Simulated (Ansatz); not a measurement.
The slice is one period of a {100} plane through atoms; its size isn't given.

Method: PBE (plane waves to 420 eV, PAW, scalar-relativistic; Ansatz, a quantum-chemistry and plane-wave program). Near the nuclei the fields are pseudised (PAW); where an atom keeps semicore shells as valence, they peak there.

```
|99987654333334567899|
|99987654333334567899|
|98876543322233456788|
|77765433222223345677|
|66654432211122344566|
|55543322111112233455|
|44433221100011223344|
|33332211000001122333|
|33322110000000112233|
|33322110000000112233|
|33322110000000112233|
|33332211000001122333|
|44433221100011223344|
|55543322111112233455|
|66654432211122344566|
|77765433222223345677|
|98876543322233456788|
|99987654333334567899|
|99987654333334567899|
|99997654333334567999|
```
Scale: ten equal steps from -1.34 (start of '0') to 0.54 (end of '9'), in the order '0123456789'. Values: log₁₀ of the valence density in e/Å³. The map has 20 points along u (one character each, u = 0 at the left) and 20 along v (v = 0 in the bottom row). The scale is logarithmic, as a density can span decades between atoms and voids.

```
|xxxxxx999999775522111111225577999999xxxx|
|xxxx8899999977442211111122447799999988xx|
|8899999999886644221111112244668899999999|
|9999999988775533221111112233557788999999|
|9999998877554422111100111122445577889999|
|7777776655442211110000001111224455667777|
|5544444433221100000000000000112233444455|
|2222222222111100000000000000111122222222|
|1111111111110000000000000000001111111111|
|1111111111000000000000000000000011111111|
|1111111111110000000000000000001111111111|
|2222222222111100000000000000111122222222|
|5544444433221100000000000000112233444455|
|7777776655442211110000001111224455667777|
|9999998877554422111100111122445577889999|
|9999999988775533221111112233557788999999|
|8899999999886644221111112244668899999999|
|xxxx8899999977442211111122447799999988xx|
|xxxxxx999999775522111111225577999999xxxx|
|xxxxxx889999775522111111225577999988xxxx|
```
Scale: ten equal steps from 0.03 (start of '0') to 0.81 (end of '9'), in the order '0123456789'. Values: electron localisation function (ELF). The map has 20 points along u (two characters each, u = 0 at the left) and 20 along v (v = 0 in the bottom row). Points within 0.4 Å of a nucleus are blanked (x), as the pseudised field means little there.

Question: Which relaxed crystal do these maps come from?
(A) InAs (zinc blende)
(B) GaN (zinc blende)
(C) CdTe (zinc blende)
(D) BAs (zinc blende)

Answer: B, GaN (zinc blende). Atoms on the slice: N at (0.00, 0.00)

All were relaxed with their symmetry unable to fall. At this level the bands of InAs touch or barely overlap; measurements give the solid a gap. Spin-orbit coupling is left out. The PAW data are Ansatz's earlier set.
